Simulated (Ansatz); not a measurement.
AlCo (CsCl type)

```xyz
2
Lattice="2.8521 0.0000 0.0000 0.0000 2.8521 0.0000 0.0000 0.0000 2.8521" Properties=species:S:1:pos:R:3 pbc="T T T"
Al     0.0000     0.0000     0.0000
Co     1.4260     1.4260     1.4260
```

Scan: atom 1 (Al, nearest neighbour Co at 2.470 Å; its periodic images, 2.9 Å or more away, move with it) is displaced towards the nearest neighbour, direction (-0.577, -0.577, -0.577) in Cartesian axes, by s. The other atoms stay.

Level of theory: PBE (plane waves to 420 eV, PAW, scalar-relativistic; Ansatz, a quantum-chemistry and plane-wave program). k mesh 13×13×13 (Γ-centred), Fermi-Dirac smearing 0.05 eV. The energy includes the smearing's −TS. Stress and pressure are positive under compression. With partly filled bands, energies and forces of such displacements shift with the k mesh and the smearing. F∥ is the force on the atom along that direction. AlCo is run without spin polarisation. AlCo was relaxed with its symmetry unable to fall. The zero of ΔE is the undisplaced structure.

```
s (Å)   ΔE (meV/cell)  F∥ (eV/Å)  P (GPa)
------  -------------  ---------  -------
-0.250            ___      2.058      4.8
-0.200            151      1.573      3.0
-0.150            ___      1.138      1.7
-0.100            ___      0.740      0.7
-0.050              9      0.364      0.2
0.000               0      0.000      0.0
0.050               9     -0.364      0.2
0.100             ___     -0.740      0.7
0.150             ___     -1.138      1.7
0.200             151     -1.573      3.0
0.250             ___     -2.058      4.8
```

What belongs in the gaps?


- -0.250, ΔE (meV/cell): 242
- -0.150, ΔE (meV/cell): 83
- -0.100, ΔE (meV/cell): 37
- 0.100, ΔE (meV/cell): 37
- 0.150, ΔE (meV/cell): 83
- 0.250, ΔE (meV/cell): 242

(A displaced cell: forces are minus the slopes of the energy, force constants its curvatures, and phonons follow from these.)
